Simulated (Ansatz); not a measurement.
## In3SnAu4: computed property card

In$_{3}$SnAu$_{4}$:
```cif
data_Au4In3Sn
_chemical_formula_sum 'In3 Sn1 Au4'
_space_group_name_H-M_alt 'Pmm2'
_space_group_IT_number 25
_space_group_name_Hall 'P 2 -2'
_cell_length_a 3.76837
_cell_length_b 4.21477
_cell_length_c 10.71905
_cell_angle_alpha 90.000
_cell_angle_beta 90.000
_cell_angle_gamma 90.000
loop_
_atom_site_label
_atom_site_type_symbol
_atom_site_symmetry_multiplicity
_atom_site_Wyckoff_symbol
_atom_site_fract_x
_atom_site_fract_y
_atom_site_fract_z
_atom_site_occupancy
In1 In 1 b 0.00000 0.50000 0.85511 1
In2 In 1 a 0.00000 0.00000 0.14099 1
In3 In 1 c 0.50000 0.00000 0.64812 1
Sn1 Sn 1 d 0.50000 0.50000 0.35419 1
Au1 Au 1 d 0.50000 0.50000 0.09304 1
Au2 Au 1 b 0.00000 0.50000 0.59405 1
Au3 Au 1 a 0.00000 0.00000 0.40499 1
Au4 Au 1 c 0.50000 0.00000 0.90951 1
```

Space group Pmm2 (No. 25); conventional cell a = 3.7684 Å, b = 4.2148 Å, c = 10.7190 Å, α = 90.00°, β = 90.00°, γ = 90.00°.

Method: the program Ansatz at the r²SCAN level (PAW). Geometry: relaxed at this level of theory. Other levels are named where they apply.

### Cell and energy

```json
{
  "volume_per_atom": "21.28 Å³",
  "density": "12.20 g/cm³",
  "Formation energy from the elements (no fitted shifts)": "-0.23 eV/atom"
}
```

### Electronic structure

```json
{
 "electronic_character": "metallic (no gap)",
 "Density of states at the Fermi level": "0.28 states/eV per atom (mean over ±0.08 eV)"
}
```

The workflow started from a Materials Project entry (that database holds measured and hypothetical structures alike); the Crystallography Open Database copy checked does not list it. With In and Sn taken as one species the cell has the higher symmetry Cmcm, so it may be an ordered model of a mixed-site phase. Its standing as an ambient phase is unchecked. The cell was relaxed with r²SCAN under the symmetry of its start; its stability against distortions is not shown here. Axis ratios of metals converge slowly with the k-mesh, so a and c are less sure than the volume. The references are the lowest solids computed at this level, not always the standard phases. Scalar-relativistic: spin–orbit coupling is off unless named, which matters more the heavier the elements.

Potentials: the later of the program's two PAW sets.
